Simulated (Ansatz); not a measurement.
Consider the following.

W₂C:
Space group P4/nmm, origin choice 1 (No. 129); a = 3.5095 Å, b = 3.5095 Å, c = 6.1473 Å, α = 90.00°, β = 90.00°, γ = 90.00°

```
atom  site  symmetry       x       y       z
----  ----  --------  ------  ------  ------
W       2a      -4m2  0.0000  0.0000  0.0000
W       2c       4mm  0.5000  0.0000  0.3628
C       2c       4mm  0.0000  0.5000  0.2910
```

This is the PBE-relaxed structure.

**Question.** All from PBE (plane waves, PAW; program Ansatz), unless another level is named. Give the electronic character.

**Answer.** metallic (no gap).

**Question.** And the density of states at the Fermi level?

**Answer.** 0.48 states/eV per atom (mean over ±0.08 eV).

**Question.** And the formation energy from the elements (no fitted shifts)?

**Answer.** 0.97 eV/atom.

The cell is a constructed one: a structure type filled with these elements; neither database checked (COD, Materials Project) lists it. Whether it is the stable phase at ambient conditions was not checked. The PBE relaxation kept the symmetry of its start; its stability against distortions is not shown here. The run is not spin-polarised. The references are the lowest solids computed at this level, not always the standard phases. Spin–orbit coupling is left out wherever it is not named.

Potentials: the later of the program's two PAW sets.
